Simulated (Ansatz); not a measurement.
Os:
```yaml
crystal:
  lattice:
    - [0.00000, 2.75866, 2.75866]
    - [2.75866, 0.00000, 2.75866]
    - [2.75866, 2.75866, 0.00000]
  atoms:
    - { symbol: Os, position: [0.00000, 0.00000, 0.00000] }
    - { symbol: Os, position: [0.25000, 0.25000, 0.25000] }
```

Relaxed with r²SCAN. Special points in fractions of this cell's reciprocal vectors: Γ (0.000, 0.000, 0.000); X (0.500, 0.000, 0.500); U (0.625, 0.250, 0.625); K (0.375, 0.375, 0.750); L (0.500, 0.500, 0.500); W (0.500, 0.250, 0.750).

**Question.** List the band energies nearest the Fermi level at these points for r²SCAN with spin–orbit coupling (plane waves, PAW; program Ansatz).

**Answer.** In eV from the Fermi level; about four levels below and three above (degenerate sets whole), none deeper than 8.9 eV; points with the same levels are listed once.

| k | below | above |
|---|---|---|
| Γ | -0.56 -0.56 -0.56 -0.56 | 2.72 2.72 2.72 2.72 |
| X | -1.44 -1.44 -1.44 -1.44 | 2.30 2.30 2.30 2.30 |
| U | -1.88 -1.88 -1.45 -1.45 | 1.80 1.80 2.56 2.56 |
| L | -3.91 -3.91 -1.68 -1.68 | 0.30 0.30 0.34 0.34 |
| W | -2.13 -2.13 -1.98 -1.98 | 2.64 2.64 2.71 2.71 |

Space group Fd-3m (diamond). The start of the workflow was typed in or built on a structure type; neither database checked (COD, Materials Project) lists it. It is not the phase usual at ambient conditions (space group No. 194). The cell was relaxed with r²SCAN under the symmetry of its start; its stability against distortions is not shown here. The run is not spin-polarised.

Potentials: the later of the program's two PAW sets.
